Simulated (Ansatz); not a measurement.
**Question.** V2O3 (corundum, R-3c) is relaxed with the program Ansatz at the PBE level (PAW). What lattice parameters of the conventional cell result?

**Answer.** a = 4.852 Å, c = 14.316 Å.

**Question.** Give the free coordinates with the occupied sites.

**Answer.** In one choice of origin and axes:

```tsv
atom	site	symmetry	x	y	z
O	18e	.2	0.3243	0.3243	0.7500
V	12c	3.	0.0000	0.0000	0.1597
```

**Question.** Is it a metal or does it have a gap at this level?

**Answer.** No gap at this level.

The PBE relaxation kept the symmetry of its start. The final state is ferromagnetic, chosen from 5 collinear starts compared on coarse meshes (ties went to the first, and starts can fall back to one state), not a proven ground state. No Hubbard U is applied. The compound may be a true metal, but semilocal functionals without U, or a wrong spin order, can also close a gap.

Potentials: the earlier of the program's two PAW sets.
